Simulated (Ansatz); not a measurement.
Theory: Ansatz, DFT PBE, scalar-relativistic, plane waves, PAW. Settings: cutoff 420 eV, Γ-centred meshes spaced at most about 0.3 Å⁻¹, and about 0.25 Å⁻¹ or finer for metals (2π included), Gaussian smearing. No spin polarisation in the final relaxations.

All energies are static (0 K, no zero-point motion).

Two relaxed structures of Si2Ge3:

A.

```yaml
crystal:
  lattice:
    - [3.40786, 0.00000, 0.00000]
    - [0.00000, 3.40786, 0.00000]
    - [0.00000, 0.00000, 8.19293]
  atoms:
    - { symbol: Si, position: [0.00000, 0.00000, 0.64475] }
    - { symbol: Si, position: [0.00000, 0.00000, 0.35525] }
    - { symbol: Ge, position: [0.50000, 0.50000, 0.23476] }
    - { symbol: Ge, position: [0.50000, 0.50000, 0.76524] }
    - { symbol: Ge, position: [0.00000, 0.00000, 0.00000] }
```

B.

```yaml
crystal:
  lattice:
    - [5.13884, 0.00000, 0.00000]
    - [0.00000, 5.13884, 0.00000]
    - [0.00000, 0.00000, 9.43049]
  atoms:
    - { symbol: Si, position: [0.68025, 0.31975, 0.00000] }
    - { symbol: Si, position: [0.31975, 0.68025, 0.00000] }
    - { symbol: Si, position: [0.18025, 0.18025, 0.50000] }
    - { symbol: Si, position: [0.81975, 0.81975, 0.50000] }
    - { symbol: Ge, position: [0.00000, 0.00000, 0.71553] }
    - { symbol: Ge, position: [0.50000, 0.50000, 0.21553] }
    - { symbol: Ge, position: [0.50000, 0.50000, 0.78447] }
    - { symbol: Ge, position: [0.00000, 0.00000, 0.28447] }
    - { symbol: Ge, position: [0.00000, 0.00000, 0.00000] }
    - { symbol: Ge, position: [0.50000, 0.50000, 0.50000] }
```

Task: Which is lower in energy, and by how much?

Result: A is lower, by 0.38 eV/atom. A has space group P4/mmm (No. 123), 19.0 Å³/atom and no gap on its mesh; B has space group P4_2/mnm (No. 136), 24.9 Å³/atom and no gap. Counting Ge atoms around Si (those within 1.25 times the shortest such distance or 1.15 times the sum of covalent radii; a plus sign parts nearer from farther groups), A has Si 4+1 and B has Si 3. The denser one is the lower, and pressure would at first widen the difference. Even the lower one lies +0.42 eV/atom against the reference forms of the elements (uncorrected), so neither is stable at this level. In A, Si is surrounded by 1 Si at 2.37 Å, 4 Ge at 2.60 Å and 1 Ge at 2.91 Å; Ge on a site of symmetry 4mm is surrounded by 4 Si at 2.60 Å and 4 Ge at 3.08 Å; Ge on a site of symmetry 4/mmm has 2 Si at 2.91 Å, 8 Ge at 3.08 Å and 4 Ge at 3.41 Å. In B, Si is surrounded by 3 Ge at 2.32–2.42 Å and 1 Si at 2.62 Å; Ge on a site of symmetry 2mm is surrounded by 2 Si at 2.42 Å and 1 Ge at 2.68 Å; Ge on a site of symmetry mmm has 2 Si at 2.32 Å and 2 Ge at 2.68 Å. Both come from invented guesses. A third cell relaxed alike, in P-3m1, lies 72 meV/atom below the lower of the two.

Cells relaxed within their symmetry can be saddle points.
